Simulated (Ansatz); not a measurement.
Generalised stacking fault of LiH (rock salt) on the {100} plane. The cell below holds the perfect crystal with the plane normal along z; tilting its third vector by the shift puts one fault into each cell, between planes 2.00 Å apart, at fixed cell height.

```
LiH
1.0
    2.83346     0.00000     0.00000
    0.00000     2.83346     0.00000
    1.41673     1.41673     6.01067
H Li
3 3
Direct
  0.00000   0.00000   0.83333
  0.33333   0.33333   0.16667
  0.66667   0.66667   0.50000
  0.50000   0.50000   0.83333
  0.83333   0.83333   0.16667
  0.16667   0.16667   0.50000
```

In-plane vectors a = (2.833, 0.000) Å, b = (0.000, 2.833) Å, area 8.03 Å². The shift is s times the vector a (length 2.833 Å), so s = 1 restores the start. Atoms relax along the normal only. γ = [E(shift) − E(0)] / area.

Level of theory: PBE (plane waves to 420 eV, PAW, scalar-relativistic; Ansatz, an electronic-structure program). k mesh 10×10×10 (Γ-centred), Fermi-Dirac smearing 0.05 eV. Energies are extrapolated to zero smearing. Faults lie only 6.0 Å apart, and holding the cell height raises γ above its relaxed value. LiH was relaxed with its symmetry unable to fall. γ is measured from zero shift.

| s | γ (mJ/m²) |
|---|---|
| 0.000 | 0 |
| 0.083 | 62 |
| 0.167 | 232 |
| 0.250 | 460 |
| 0.333 | 675 |
| 0.417 | 823 |
| 0.500 | 876 |
| 0.583 | 823 |
| 0.667 | 675 |
| 0.750 | 460 |
| 0.833 | 232 |
| 0.917 | 62 |

Question: Does γ have a local minimum between the ends of the line, and at which s?

Answer: No computed point is one.

Question: By a periodic cubic spline through the points, what shear stress does the steepest rise of γ from s = 0 correspond to?

Answer: 9.9 GPa. A slope of 1 mJ/m² per Å is 0.01 GPa.

(The slope of γ gives the shear force per area between the displaced halves; near zero shift its curvature is an elastic stiffness.)
